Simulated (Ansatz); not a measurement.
Ti$_{6}$O:
```
CELL_PARAMETERS angstrom
      5.10228     0.00000     0.00000
     -2.55114     4.41871     0.00000
      0.00000     0.00000     4.72799
ATOMIC_POSITIONS crystal
  Ti 0.66944 0.66944 0.26031
  Ti 0.33056 0.33056 0.73969
  Ti 0.33056 0.00000 0.26031
  Ti 0.66944 0.00000 0.73969
  Ti 0.00000 0.33056 0.26031
  Ti 0.00000 0.66944 0.73969
  O  0.00000 0.00000 0.00000
```

Relaxed with r²SCAN. Special points in fractions of this cell's reciprocal vectors: Γ (0.000, 0.000, 0.000); M (0.500, 0.000, 0.000); K (0.333, 0.333, 0.000); A (0.000, 0.000, 0.500); L (0.500, 0.000, 0.500); H (0.333, 0.333, 0.500); H2 (0.333, 0.333, -0.500).

### Question
List the band energies nearest the Fermi level at these points for DFT-r²SCAN in the program Ansatz with PAW potentials.

### Answer
In eV from the Fermi level; about four levels below and three above (degenerate sets whole), none deeper than 8.9 eV; points with the same levels are listed once.

```csv
k,below,above
Γ,-1.30 -1.14 -1.14 -0.19,0.20 0.20 0.71 0.71
M,-1.19 -1.15 -0.78 -0.30,0.56 0.71 0.85
K,-1.45 -1.45 -1.04 -0.46 -0.46,0.77 0.77 0.87
A,-0.62 -0.62 -0.45 -0.43 -0.43,0.24 0.24 0.50
L,-0.63 -0.57 -0.46 -0.18,0.20 0.59 0.97
H,-0.74 -0.74 -0.61 -0.10,0.60 0.60 1.08 1.08
```

Space group P-31m. The first step of the workflow began from a Materials Project structure, measured or hypothetical; the Crystallography Open Database files this formula in space group No. 162, but the cells were not matched. Whether it is the stable phase at ambient conditions was not checked. The r²SCAN relaxation kept the symmetry of its start; whether a distortion lowers the energy is not shown. The run is not spin-polarised. Without spin polarisation and U, an open-shell compound can come out a false metal.

Potentials: the later of the program's two PAW sets.
